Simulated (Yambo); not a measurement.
Yambo run on HgS (space group P3_221, No. 154). The wavefunctions come from this Quantum ESPRESSO step (PBEsol, PseudoDojo standard norm-conserving files, scalar-relativistic):

```
&CONTROL
  calculation = 'nscf'
  pseudo_dir = './pseudo'
  outdir = './out'
/
&SYSTEM
  ibrav = 0
  nat = 6
  ntyp = 2
  ecutwfc = 66.0
  ecutrho = 264.0
  occupations = 'fixed'
  force_symmorphic = .true.
  nbnd = 316
/
&ELECTRONS
  conv_thr = 6.000000000000001e-09
  diago_full_acc = .true.
  diago_thr_init = 1e-08
/
ATOMIC_SPECIES
S 32.0600 S.upf
Hg 200.5920 Hg.upf
CELL_PARAMETERS angstrom
  4.161083482139   0.000000000000   0.000000000000
 -2.080541741069   3.603604002800   0.000000000000
  0.000000000000   0.000000000000   9.504618189000
ATOMIC_POSITIONS crystal
S   0.501810810100   0.000000000000   0.166666667000
S   0.000000000000   0.501810810100   0.833333333667
S   0.498189189900   0.498189189900   0.500000000333
Hg   0.285560329800   0.000000000000   0.666666667000
Hg   0.000000000000   0.285560329800   0.333333333667
Hg   0.714439670200   0.714439670200   0.000000000333
K_POINTS automatic
3 3 1 0 0 0
```

Yambo input:

```
rim_cut
gw0
dyson
el_el_corr
HF_and_locXC
ppa
em1d
RandQpts= 1000000
RandGvec= 1 Ry
EXXRLvcs= 66 Ry
VXCRLvcs= 264 Ry
Chimod= "HARTREE"
% BndsRnXp
 13 | 315 |
%
NGsBlkXp= 8 Ry
% LongDrXp
 1.0 | 1.0 | 1.0 |
%
PPAPntXp= 27.2114 eV
% GbndRnge
 1 | 315 |
%
GTermKind= "BG"
DysSolver= "n"
ExtendOut
% QPkrange
 1 | 1 | 39 | 40 |
 3 | 3 | 39 | 40 |
%
```

k points by index: 1 = Γ, 3 = K.

Table of the .qp output:

```
#    K-point    Band    Eo [eV]    E [eV]    E-Eo [eV]    Vxc [eV]    Vnlxc [eV]    Sc|Eo [eV]    Sc|E [eV]    dSc/dw|Eo [eV]    Re(Z)    Im(Z)
#
    1    39    0.000000    -0.673405    -0.673405    -14.75626    -17.67911    2.063401    2.249444    -7.516688    0.783554    -0.001356
    1    40    1.238544    1.401921    0.163378    -14.93294    -11.88478    -2.843068    -2.884778    -6.944162    0.796688    -0.001267
    3    39    -0.786279    -1.448540    -0.662261    -14.37547    -17.27239    2.054699    2.234661    -7.393331    0.786347    -0.001346
    3    40    2.339938    2.676610    0.336671    -12.69083    -8.539620    -3.735134    -3.814541    -6.416236    0.809196    -0.001233
```
(The two width columns are left out.) Convergence of these settings isn't established.

Spin-orbit coupling is not included.

Geometry relaxed with PBE+D3(BJ).
